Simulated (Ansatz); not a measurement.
Data:

AlPt3C (anti-perovskite, Pm-3m), a = 4.133 Å, b = 4.133 Å, c = 4.133 Å, α = 90.00°, β = 90.00°, γ = 90.00°.

This is the PBEsol-relaxed structure.

Q: All from PBEsol in the plane-wave PAW code Ansatz, unless another level is named. Give the highest zone-centre frequency.

A: 438 cm⁻¹.

Q: Predict the bulk modulus (Birch–Murnaghan fit).

A: 2290 kbar.

Q: Predict the elastic constants (relaxed ions, GPa).

A: C11 = 330, C12 = 179, C44 = -15.5.

The start of the workflow was typed in or built on a structure type; neither database checked (COD, Materials Project) lists it. Whether it is the stable phase at ambient conditions was not checked. Symmetry was held in the PBEsol relaxation. At this level the phase is dynamically unstable (imaginary phonons). The run is not spin-polarised. Its formation energy is positive at this level, so the cell may be metastable or incomplete. As this level gives no gap, shear constants depend on the k-mesh and smearing (Fermi–Dirac, 0.1 eV here). As this level gives no gap, phonon frequencies hold no LO–TO term and depend on the k-mesh and smearing (Fermi–Dirac, 0.1 eV here). Scalar-relativistic: spin–orbit coupling is off unless named, which matters more the heavier the elements.

Potentials: the later of the program's two PAW sets.
